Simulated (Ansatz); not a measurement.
A geometry of Al away from equilibrium: step 2 of the relaxation of a generated trial cell of Al in the AFLOW prototype A_aP4_2_aci. Calculation: r2SCAN (plane waves to 500 eV, PAW, scalar-relativistic; Ansatz, a first-principles code). Γ-centred k-mesh 16×14×6 on the run's cell, Fermi–Dirac smearing 0.05 eV. The plane waves were selected for a different cell earlier on the path.

```yaml
crystal:
  lattice:
    - [2.80101, -0.03545, -0.00336]
    - [0.23858, 3.21457, -0.02101]
    - [0.10610, 0.48671, 7.51665]
  atoms:
    - { symbol: Al, position: [0.00000, 0.00000, 0.00000] }
    - { symbol: Al, position: [0.00000, 0.00000, 0.50000] }
    - { symbol: Al, position: [0.46101, 0.54491, 0.25620] }
    - { symbol: Al, position: [0.53899, 0.45509, 0.74380] }
```

**Question.** Give the Cartesian forces on all atoms (eV/Å).

**Answer.** 
```tsv
atom	Fx	Fy	Fz
Al1	0.00	0.00	0.00
Al2	0.00	0.00	0.00
Al3	0.32	-0.41	-0.09
Al4	-0.32	0.41	0.09
```

The path ends in I4/mmm (No. 139) at a tolerance of 0.01 Å, Fm-3m (No. 225) at 0.1 Å. No spin polarisation in the result.

The run could not lose the symmetry of its start: the end is stationary, and may be a saddle point rather than a minimum.

The end of the path is a generated cell of Al: the first start was made by placing the elements on the sites of a structure type, and the end was not matched to a known phase here, so it may be hypothetical. Known forms of Al include space group No. 225.
